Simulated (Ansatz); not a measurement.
Starting cell, Ru (hcp, Mg type):

```
CELL_PARAMETERS angstrom
      2.72203     0.00000     0.00000
     -1.36102     2.35735     0.00000
      0.00000     0.00000     8.58148
ATOMIC_POSITIONS crystal
  Ru 0.33333 0.66667 0.37500
  Ru 0.33333 0.66667 0.87500
  Ru 0.66667 0.33333 0.12500
  Ru 0.66667 0.33333 0.62500
```

The atoms are displaced by Q × the pattern below (from a DFPT mode at A = (0.0, 0.0, 0.5), largest move 1; Q in Å), at fixed cell. It is one choice among 4 degenerate patterns. (q is in reciprocal vectors of the primitive cell; the cell shown is doubled to hold the pattern.)

```json
[
 {"atom": "Ru1", "x": "0.000", "y": "1.000", "z": "0.000"},
 {"atom": "Ru2", "x": "0.000", "y": "-1.000", "z": "0.000"}
]
```

Atoms not listed stay in place.

The numbers are results of PBE (plane waves to 420 eV, PAW, scalar-relativistic; Ansatz, a first-principles code), not measurements. k mesh 20×20×6 (Γ-centred), Fermi-Dirac smearing 0.05 eV. The energy includes the smearing's −TS. With partly filled bands, energies and forces of such displacements shift with the k mesh and the smearing. Ru is run without spin polarisation. Ru was relaxed with its symmetry unable to fall. The PAW data are Ansatz's earlier set. ΔE is measured from the undisplaced structure. The last digit holds for this mesh only.

```tsv
Q (Å)	ΔE (meV/cell)
-0.1000	68.2
-0.0833	withheld
-0.0667	30.4
-0.0500	17.1
-0.0333	7.6
-0.0167	1.9
0.0000	0.0
0.0167	1.9
0.0333	7.6
0.0500	17.1
0.0667	30.4
0.0833	withheld
0.1000	68.2
```

**Question.** Fit an even polynomial form (powers 2, 4) to the given rows and predict ΔE at Q = 0.0833.

**Answer.** Least squares on the 11 given rows: ΔE = (6846)·Q² + (-2589)·Q⁴, in meV/cell with Q in Å; root-mean-square residual 0.01 meV/cell. At 0.0833 the fit gives 47.4 meV/cell; the calculation gives 47.4 meV/cell, the same to the digits shown. The quadratic term alone would give 47.5 meV/cell.

(For displaced atoms, the force is minus the slope of the energy, and its curvature is a force constant, which sets phonon frequencies.)
